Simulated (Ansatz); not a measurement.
GaN (wurtzite), relaxed and computed with several functionals in Ansatz (plane waves, PAW). Much of their spread follows the volume that each gives.

```
functional  V (Å³/atom)  B₀ by P(V) fit (GPa)
----------  -----------  --------------------
r²SCAN            11.37                   196
HSE06             11.37                     ?
PBE               11.76                   172
LDA               11.05                   202
```

### Question
Fit a straight line to ln B₀ against ln V and predict the withheld value.

### Answer
Least squares on the 3 shown rows: ln B₀ = -2.62 × ln V + (11.618), with a scatter of 2.1 %. For HSE06 this gives 190. The run itself gave 198, a miss of 4.0 % of that.

All cells were relaxed under the symmetry of their starts (and spin orders); stability against distortions was not tested throughout. Spin–orbit coupling is left out wherever it is not named.

Potentials: the earlier of the program's two PAW sets. The files were generated under PBE; for other functionals the program regenerates the frozen cores, and for LDA and PBEsol the local potential too.

Ansatz (a quantum-chemistry and plane-wave program) is a plane-wave DFT program.
